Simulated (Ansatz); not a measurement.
Relaxed bulk Au:

```
Au
1.0
     0.00000    2.06207    2.06207
     2.06207    0.00000    2.06207
     2.06207    2.06207    0.00000
Au
1
Direct
  0.00000 0.00000 0.00000
```

Miller indices refer to the conventional cell of Fm-3m (No. 225), a = 4.124 Å, b = 4.124 Å, c = 4.124 Å, α = 90.00°, β = 90.00°, γ = 90.00°.

Consider the (111) slab of 5 planes, 9.5 Å thick with 15 Å of vacuum as cut; outer planes Au (top) and Au (bottom), all atoms relaxed.

Computed with DFT r2SCAN, scalar-relativistic, plane waves, PAW in Ansatz. Settings: cutoff 500 eV, Γ-centred mesh 12×12×1 on the computed 5-atom cell, Gaussian smearing of 0.10 eV; no spin polarisation. The cell repeats along c with a dipole correction in the vacuum.

Problem. Predict the surface energy (mean of both faces).

Solution. 0.88 J/m².

Problem. Give the work function.

Solution. 5.25 eV.

Problem. The top two planes lie 2.381 Å apart in the bulk. How does relaxation change this?

Solution. The spacing becomes 2.416 Å (+1.5 %).

Spin-orbit coupling is left out, which matters for the bands of heavy elements.